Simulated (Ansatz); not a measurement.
Relaxed-ion elastic tensor of Li2WS4 in space group I-42m (No. 121; Li on 4c, W on 2a, S on 8i) in GPa (Voigt order), the program Ansatz at the LDA level (PAW); density 3.48 g/cm³, 22.20 Å³ per atom.

```tsv
	1	2	3	4	5	6
1	50.8	5.2	11.9	0.0	0.0	0.0
2	5.2	50.8	11.9	0.0	0.0	0.0
3	11.9	11.9	15.8	0.0	0.0	0.0
4	0.0	0.0	0.0	10.0	0.0	0.0
5	0.0	0.0	0.0	0.0	10.0	0.0
6	0.0	0.0	0.0	0.0	0.0	5.3
```

**Question.** Is the crystal mechanically stable?

**Answer.** Yes: the smallest eigenvalue of C is 5.3 GPa.

**Question.** Work out the Voigt, Reuss and Hill averages.

**Answer.** K_V = 19.5, K_R = 15.0, K_H = 17.2; G_V = 11.0, G_R = 8.0, G_H = 9.5 GPa.

**Question.** Give Young's modulus, Poisson's ratio, Pugh's ratio and the universal anisotropy index.

**Answer.** E = 9KG/(3K + G) = 24.0 GPa; ν = 0.27; K/G = 1.82 (near the Pugh limit of 1.75, no verdict); A_U = 5G_V/G_R + K_V/K_R − 6 = 2.17.

**Question.** Estimate the sound speeds and the Debye temperature.

**Answer.** v_l = √((K + 4G/3)/ρ) = 2930 m/s, v_t = √(G/ρ) = 1650 m/s, mean 1830 m/s; Θ = (h/k)(3n/4πV)^(1/3) v_m = 194 K.

**Question.** How much does each axis shrink under pressure?

**Answer.** Linear compressibilities β_i = Σ_j S_ij (j = 1 to 3): x 6.5, y 6.5, z 54 per TPa.

The workflow started from a Materials Project entry (that database holds measured and hypothetical structures alike); the Crystallography Open Database copy checked does not list it. Its standing as an ambient phase is unchecked. The cell was relaxed with LDA under the symmetry of its start; its stability against distortions is not shown here. No spin polarisation was allowed. A crystal of weakly bound layers computed without a dispersion correction: the cell and the soft elastic constants depend strongly on that. Spin–orbit coupling is left out wherever it is not named.

Potentials: the later of the program's two PAW sets.
